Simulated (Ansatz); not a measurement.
## Energy over volume and axial ratio for ZrO2 (fluorite)

ZrO2 (fluorite), conventional cell a = 5.116 Å, b = 5.116 Å, c = 5.116 Å, α = 90.00°, β = 90.00°, γ = 90.00°. The calculation uses the primitive cell of 3 atoms, to which meshes and values per cell refer.

Two coordinates are scanned: the volume, and the ratio of the stretch along z (the conventional c axis) to the stretch across it. Atoms keep their fractional coordinates.

These are PBE (plane waves to 420 eV, PAW, scalar-relativistic; Ansatz, a first-principles code) values and carry that method's errors. k mesh 11×11×11 (Γ-centred), Fermi-Dirac smearing 0.05 eV. The energy includes the smearing's −TS. Compression counts positive. The PAW data are Ansatz's earlier set. This is a high-temperature form of ZrO2. ZrO2 is run without spin polarisation. ZrO2 was relaxed with its symmetry unable to fall. The zero of ΔE is the relaxed starting cell.

ΔE (meV/atom), with V/V₀ across and (c/a)/(c/a)₀ down:

```
(c/a)/(c/a)₀ \ V/V₀  0.920  0.947  0.973  1.000  1.027  1.053  1.080
-------------------  -----  -----  -----  -----  -----  -----  -----
0.960                 77.7   42.5   22.7   16.5   21.9   37.5   62.0
0.973                 68.2   33.1   13.4    7.2   12.7   28.4   53.0
0.987                 62.6   27.5    7.9    1.8    7.3   23.1   47.7
1.000                 60.7   25.7    6.1    0.0    5.6   21.3   45.9
1.013                 62.5   27.5    7.9    1.7    7.3   23.0   47.6
1.027                 67.8   32.7   13.1    6.9   12.4   28.1   52.7
1.040                 76.4   41.2   21.5   15.3   20.8   36.4   60.9
```

σzz (GPa), with V/V₀ across and (c/a)/(c/a)₀ down:

| (c/a)/(c/a)₀ \ V/V₀ | 0.920 | 0.947 | 0.973 | 1.000 | 1.027 | 1.053 | 1.080 |
|---|---|---|---|---|---|---|---|
| 0.960 | 36.4 | 27.0 | 18.8 | 11.7 | 5.4 | -0.1 | -4.9 |
| 0.973 | 32.0 | 22.8 | 14.7 | 7.7 | 1.6 | -3.8 | -8.5 |
| 0.987 | 27.7 | 18.6 | 10.7 | 3.8 | -2.2 | -7.4 | -12.0 |
| 1.000 | 23.4 | 14.5 | 6.8 | 0.0 | -5.9 | -11.0 | -15.4 |
| 1.013 | 19.2 | 10.5 | 2.9 | -3.8 | -9.5 | -14.5 | -18.8 |
| 1.027 | 15.1 | 6.5 | -1.0 | -7.5 | -13.1 | -18.0 | -22.2 |
| 1.040 | 11.0 | 2.5 | -4.8 | -11.2 | -16.7 | -21.4 | -25.5 |

What the scan shows:

| Item | Value |
|---|---|
| Shear modulus C′ = (C11 − C12)/2 (fit, atoms clamped) | 213 GPa |
| Lowest place on the grid | V/V₀ = 1.000, (c/a)/(c/a)₀ = 1.000 (0.0 meV/atom) |
| Highest place on the grid | V/V₀ = 0.920, (c/a)/(c/a)₀ = 0.960 (77.7 meV/atom) |

(A scan under strain: stresses follow from slopes of the energy per volume, elastic moduli from its curvatures.)
